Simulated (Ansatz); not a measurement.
Ru$_{2}$C (P-3m1), relaxed with PBE (Ansatz, a quantum-chemistry and plane-wave program, plane waves, PAW): a = b = 2.807 Å, c = 4.998 Å, α = β = 90.00°, γ = 120.00°.

| Item | Value |
|---|---|
| ΔH_f (eV/atom) | 0.50 |
| B₀ by P(V) fit (GPa) | 263 |

Task: The same phase is relaxed and computed with r²SCAN in the same code. What are the cell and these values now?

Result: a = 2.791 Å, b = 2.791 Å, c = 4.982 Å, α = 90.00°, β = 90.00°, γ = 120.00°.

ΔH_f (eV/atom): 0.51
B₀ by P(V) fit (GPa): 285

Constructed cells (a structure type filled with these elements, in neither database checked): Ru2C, P-3m1 (C on 1a, Ru on 2d). All cells were relaxed under the symmetry of their starts (and spin orders); stability against distortions was not tested throughout. Rows with no word on spin ran without spin polarisation. Scalar-relativistic: spin–orbit coupling is off unless named, which matters more the heavier the elements.

Potentials: the earlier of the program's two PAW sets.

Ansatz is a plane-wave DFT program.

Formation energies count from the lowest solids of the elements computed at the same level, not from gases.
